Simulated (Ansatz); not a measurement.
A geometry of Al away from equilibrium: step 2 of the relaxation of a relaxed Al cell, doubled along one cell vector, shaken by Gaussian noise of σ = 0.08 Å a coordinate. Computed with r2SCAN (plane waves to 500 eV, PAW, scalar-relativistic; Ansatz, an electronic-structure program). Γ-centred k-mesh 4×8×6 on the run's cell (coarser than for final values), Fermi–Dirac smearing 0.05 eV. The plane waves were selected for a different cell earlier on the path.

```
Al
1.0
    8.99104     0.07532     0.01301
   -2.21514     3.81591     0.00628
    0.00754     0.01277     5.17118
Al
8
Cartesian
 -0.15456  -0.07358   3.76099
  4.36025  -0.12571   3.75842
  0.10221   0.15720   1.18479
  4.69930   0.14551   1.16934
 -0.13772   2.48755   3.93384
  4.42848   2.46425   4.02629
  2.39509   1.38537   1.19781
  6.81687   1.45116   1.31720
```

Give the Cartesian forces on all atoms (eV/Å).


| atom | Fx | Fy | Fz |
|---|---|---|---|
| Al1 | -0.52 | -0.43 | -0.16 |
| Al2 | -0.42 | -0.33 | -0.24 |
| Al3 | 0.54 | 0.34 | -0.19 |
| Al4 | -0.05 | 0.23 | -0.12 |
| Al5 | -0.05 | -0.10 | 0.21 |
| Al6 | -0.14 | -0.20 | 0.31 |
| Al7 | 0.13 | 0.00 | 0.03 |
| Al8 | 0.50 | 0.49 | 0.17 |

The path ends in Pbca (No. 61) at a tolerance of 0.01 Å, Cmce (No. 64) at 0.1 Å. No spin polarisation in the result.

The end of the path is a generated cell of Al: the first start was made by placing the elements on the sites of a structure type, and the end was not matched to a known phase here, so it may be hypothetical. Known forms of Al include space group No. 225.
